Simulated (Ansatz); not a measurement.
Si2Ni:
```cif
data_NiSi2
_chemical_formula_sum 'Ni1 Si2'
_space_group_name_H-M_alt 'P-3m1'
_space_group_IT_number 164
_space_group_name_Hall '-P 3 2"'
_cell_length_a 2.82388
_cell_length_b 2.82388
_cell_length_c 5.31851
_cell_angle_alpha 90.000
_cell_angle_beta 90.000
_cell_angle_gamma 120.000
loop_
_atom_site_label
_atom_site_type_symbol
_atom_site_symmetry_multiplicity
_atom_site_Wyckoff_symbol
_atom_site_fract_x
_atom_site_fract_y
_atom_site_fract_z
_atom_site_occupancy
Ni1 Ni 1 a 0.00000 0.00000 0.00000 1
Si1 Si 2 d 0.33333 0.66667 0.31698 1
```

Relaxed with PBE+D3(BJ).

**Question.** Which orbitals make up the states near the Fermi level in PBE+D3(BJ) in the plane-wave PAW code Ansatz?

**Answer.** Within 0.5 eV of the Fermi level: Si 3p 46 %, Ni 3d 33 %, Si 3s 12 %, outside the projected shells 6 %. Projections are on Löwdin-orthogonalised atomic valence shells; empty p or d shells of many metals are not among them.

**Question.** Tabulate the density of states.

**Answer.** States/eV per cell of 3 atoms, in 0.25 eV bins, energy from the Fermi level.

```tsv
E (eV)	total	Ni 3d	Si 3p	Si 3s
-7.85	0.69	0.07	0.28	0.28
-7.60	0.87	0.10	0.35	0.34
-7.35	0.91	0.12	0.36	0.35
-7.10	0.83	0.12	0.34	0.31
-6.85	0.74	0.12	0.29	0.28
-6.60	0.78	0.12	0.32	0.27
-6.35	0.97	0.18	0.48	0.24
-6.10	0.96	0.20	0.53	0.17
-5.85	1.04	0.22	0.59	0.16
-5.60	1.18	0.26	0.66	0.17
-5.35	1.06	0.27	0.57	0.14
-5.10	1.53	0.52	0.75	0.17
-4.85	1.80	0.71	0.79	0.19
-4.60	1.86	0.84	0.75	0.18
-4.35	1.60	0.77	0.62	0.14
-4.10	1.28	0.65	0.47	0.09
-3.85	1.87	1.19	0.54	0.07
-3.60	3.76	2.69	0.81	0.12
-3.35	4.04	3.05	0.73	0.11
-3.10	4.26	3.36	0.66	0.11
-2.85	5.59	4.41	0.91	0.13
-2.60	4.47	3.32	0.87	0.16
-2.35	2.97	2.31	0.49	0.11
-2.10	2.18	1.60	0.42	0.10
-1.85	2.11	1.55	0.40	0.10
-1.60	2.37	1.82	0.39	0.10
-1.35	2.29	1.82	0.33	0.10
-1.10	1.83	1.19	0.43	0.14
-0.85	1.04	0.52	0.36	0.10
-0.60	1.51	0.77	0.51	0.13
-0.35	1.11	0.45	0.46	0.11
-0.10	0.90	0.29	0.42	0.11
0.15	0.83	0.23	0.42	0.11
0.40	0.76	0.18	0.39	0.11
0.65	0.93	0.23	0.42	0.16
0.90	1.29	0.33	0.53	0.26
1.15	1.34	0.30	0.58	0.26
1.40	1.37	0.26	0.62	0.24
1.65	1.40	0.24	0.68	0.21
1.90	1.51	0.22	0.78	0.23
2.15	1.47	0.18	0.80	0.21
2.40	1.43	0.16	0.79	0.20
2.65	1.44	0.14	0.80	0.20
2.90	1.38	0.12	0.77	0.18
3.15	1.31	0.11	0.72	0.17
3.40	1.34	0.10	0.74	0.17
3.65	1.32	0.09	0.74	0.16
3.90	1.30	0.08	0.73	0.14
4.15	1.25	0.07	0.71	0.13
4.40	1.26	0.07	0.73	0.11
4.65	1.23	0.06	0.74	0.10
```

The start of the workflow was typed in or built on a structure type; neither database checked (COD, Materials Project) lists it. It is not the phase usual at ambient conditions (space group No. 225). Symmetry was held in the PBE+D3(BJ) relaxation; its stability against distortions is not shown here. The workflow began spin-polarised and lost its moments. The volume moved by -28 % from the start of the relaxation.

Potentials: the earlier of the program's two PAW sets.
